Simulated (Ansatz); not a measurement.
A geometry of Li away from equilibrium: step 3 of the relaxation of a relaxed Li cell, doubled along one cell vector, shaken by Gaussian noise of σ = 0.08 Å a coordinate. Method: PBEsol (plane waves to 420 eV, PAW, scalar-relativistic; Ansatz, a quantum-chemistry and plane-wave program). Γ-centred k-mesh 6×6×6 on the run's cell (coarser than for final values), Fermi–Dirac smearing 0.05 eV.

```
CELL_PARAMETERS angstrom
      5.46504     0.00511    -0.01101
      0.00511     5.43216     0.00795
     -0.01093     0.00789     5.42969
ATOMIC_POSITIONS crystal
  Li 0.28311 0.81101 0.29196
  Li 0.32583 0.82330 0.78714
  Li 0.66770 0.18822 0.31277
  Li 0.70134 0.23143 0.80938
  Li 0.16768 0.30278 0.21723
  Li 0.20123 0.31550 0.71679
  Li 0.77164 0.69401 0.20189
  Li 0.82435 0.72878 0.70779
```

Problem. Predict the force on each atom, in eV/Å.

Solution. 
| atom | Fx | Fy | Fz |
|---|---|---|---|
| Li1 | -0.13 | -0.09 | 0.05 |
| Li2 | 0.04 | -0.05 | 0.15 |
| Li3 | 0.01 | 0.04 | 0.10 |
| Li4 | -0.01 | 0.00 | 0.14 |
| Li5 | -0.02 | 0.04 | -0.11 |
| Li6 | 0.01 | 0.05 | -0.10 |
| Li7 | 0.04 | -0.05 | -0.05 |
| Li8 | 0.06 | 0.06 | -0.17 |

Problem. What is the pressure?

Solution. +0.2 GPa, compression positive.

Problem. How much energy per atom can still be gained by relaxing?

Solution. 0.09 eV/atom; the path ends in P6₃/mmc (No. 194) (hcp (Mg type)).

No spin polarisation in the result.

Of the parent cell (P4/mbm (No. 127)): it is a generated cell of Li: the first start was made by a random draw of sites in a space group, and the end was not matched to a known phase here, so it may be hypothetical. Known forms of Li include space group No. 229.

This is a known allotrope of Li, reached from a generated start. Known forms of Li include space group No. 229.
